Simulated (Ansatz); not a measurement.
CsCaBr$_{3}$ (cubic perovskite, space group No. 221) at seven volumes, r²SCAN (plane waves, PAW; program Ansatz), scaled uniformly. One row is withheld.

```tsv
V (Å³/atom)	P (GPa)
33.852	2.63
34.968	?
36.084	0.73
37.200	0.00
38.316	-0.62
39.432	-1.14
40.548	-1.58
```

Q: Fit the shown pressures and predict the withheld one.

A: P = (3/2)B₀(x^(7/2) − x^(5/2))[1 + (3/4)(B′ − 4)(x − 1)] with x = (V₀/V)^(2/3). Least squares on the six rows gives V₀ = 37.198 Å³/atom, B₀ = 22.4 GPa, B′ = 4.66. At V = 34.968, x = 1.0421 and P = 1.60 GPa. The run itself gave 1.60 GPa.

Space group Pm-3m (cubic perovskite). The first step of the workflow began from a Materials Project structure, measured or hypothetical; the Crystallography Open Database copy checked does not list it. Its standing as an ambient phase is unchecked. The cell was relaxed with r²SCAN under the symmetry of its start; phonons on a q-mesh show weakly imaginary modes. Spin–orbit coupling is left out wherever it is not named.

Potentials: the later of the program's two PAW sets.
